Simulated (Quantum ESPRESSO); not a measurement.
# Moving one atom in MgAlInGaP3S

These are calculations, not measurements. They come from pw.x of Quantum ESPRESSO 7.5, a plane-wave density functional program, with PseudoDojo standard norm-conserving files (v0.5 for PBE, v0.4.1 for LDA and PBEsol). The cells are made up: elements, strain and atom displacements were drawn at random, and nothing was relaxed. There is no spin polarisation, spin-orbit coupling or dispersion term.

The cell has 8 sites of a zincblende or diamond lattice. Sites 1 to 4 hold Mg Al In Ga; sites 5 to 8 hold P P P S. Cell vectors in Å: (5.712, 0.053, -0.022); (0.053, 5.821, -0.018); (-0.022, -0.018, 5.781). Settings: PBE, cutoff 1143 eV, 4 x 4 x 4 k mesh shifted by half a step, Fermi-Dirac smearing of 0.025 eV.

Each run shifts the S atom on site 8 along z and leaves all else fixed. Site 4 is one of its nearest neighbours. E is the free energy of the cell above the lowest run shown.

| run | shift (Å) | Fz on site 8 (eV/Å) | Fz on site 4 (eV/Å) | P (GPa) | E (meV) |
| --- | --- | --- | --- | --- | --- |
| 1 | -0.0894 | 0.627 | -0.074 | -0.65 | 31.4 |
| 2 | -0.0507 | 0.408 | -0.017 | -0.65 | 11.4 |
| 3 | -0.0231 | 0.249 | 0.021 | -0.65 | 2.3 |
| 4 | 0.0526 | -0.189 | 0.109 | -0.58 | 0.0 |
| 5 | 0.0615 | -0.241 | 0.118 | -0.56 | 1.9 |
| 7 | 0.0960 | -0.444 | 0.150 | -0.50 | 13.7 |
| 6 | 0.0880 | ? | ? | ? | ? |

A rerun of one of these cells at 1437 eV and k mesh 6 x 6 x 6 moved values by no more than 0.005 eV in the cell's energy, 0.02 GPa in stress and 0.003 eV/Å in force.

## Worked fit

A parabola through the six runs shown gives Fz on site 8 = 0.117 - 5.77 u - 0.7 u² eV/Å, with u in Å and a scatter of 0.001 eV/Å. Minus the slope, 5.77 ± 0.01 eV/Å², is this atom's force constant along z at u = 0, with its periodic images moving too. The fitted force vanishes at u = 0.020 Å, where the energy should be lowest along this line. The error is the larger of the fit's own and the change that a cubic makes, rounded up.

## Withheld run

Question: what Fz on site 8 should run 6 give?

The fit gives -0.396 eV/Å. The calculation gave -0.397 eV/Å.

| run | shift (Å) | Fz on site 8 (eV/Å) | Fz on site 4 (eV/Å) | P (GPa) | E (meV) |
| --- | --- | --- | --- | --- | --- |
| 6 | 0.0880 | -0.397 | 0.143 | -0.52 | 10.4 |